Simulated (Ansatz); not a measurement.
PbClF:
```xyz
6
Lattice="4.0148 0.0000 0.0000 0.0000 4.0148 0.0000 0.0000 0.0000 7.0698" Properties=species:S:1:pos:R:3 pbc="T T T"
Pb     0.0000     2.0074     5.5990
Pb     2.0074     0.0000     1.4708
Cl     2.0074     0.0000     4.5726
Cl     0.0000     2.0074     2.4972
F      2.0074     2.0074     0.0000
F      0.0000     0.0000     0.0000
```

x, y and z are the axes in which the lattice vectors are written.

Problem. Give the high-frequency dielectric tensor and the Born effective charge tensors of the independent atoms from DFPT, plane-wave PAW LDA (Ansatz code).

Solution. 
ε∞:
```
5.17  0.00  0.00
0.00  5.17  0.00
0.00  0.00  4.54
```
Z* of atom 1 (Pb), rows: field, columns: displacement, in e:
```
3.79  0.00  0.00
0.00  3.79  0.00
0.00  0.00  3.47
```
Z* of atom 3 (Cl), rows: field, columns: displacement, in e:
```
-2.00   0.00   0.00
 0.00  -2.00   0.00
 0.00   0.00  -1.37
```
Z* of atom 5 (F), rows: field, columns: displacement, in e:
```
-1.79   0.00   0.00
 0.00  -1.79   0.00
 0.00   0.00  -2.10
```

Static charges for comparison (Bader): Pb1 +1.41, Cl3 -0.64, F5 -0.76 e. Born charges measure polarisation by displacement and can exceed these by far.

Space group P4/nmm. The workflow started from a Materials Project entry (that database holds measured and hypothetical structures alike); the Crystallography Open Database files this formula in space group No. 129, but the cells were not matched. Whether it is the stable phase at ambient conditions was not checked. The cell was relaxed with LDA under the symmetry of its start; whether a distortion lowers the energy is not shown. A crystal of weakly bound layers computed without a dispersion correction: the cell and the soft elastic constants depend strongly on that. Spin–orbit coupling is left out wherever it is not named.

Potentials: the later of the program's two PAW sets.
